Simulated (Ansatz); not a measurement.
Problem. Name crystals whose computed values (the program Ansatz at the PBE level (PAW)) fall in these windows: gap (eV) 0.51 to 0.67; B₀ by P(V) fit (GPa) 62 to 87; electron conductivity mass (mₑ) 0.15 to 0.19.

Solution. 

```tsv
crystal	gap (eV)	B₀ by P(V) fit (GPa)	electron conductivity mass (mₑ)
HfGeS4, I4_1/amd (Hf on 4a, Ge on 4b, S on 16h)	0.62	76.2	0.16
```
Others may fit too.

Typed or built starts, not in the databases checked: HfGeS4, I4_1/amd (Hf on 4a, Ge on 4b, S on 16h). The cell was relaxed under the symmetry of its start. Named crystals with no word on spin ran without spin polarisation. Spin–orbit coupling is left out wherever it is not named.

Potentials: the earlier of the program's two PAW sets.
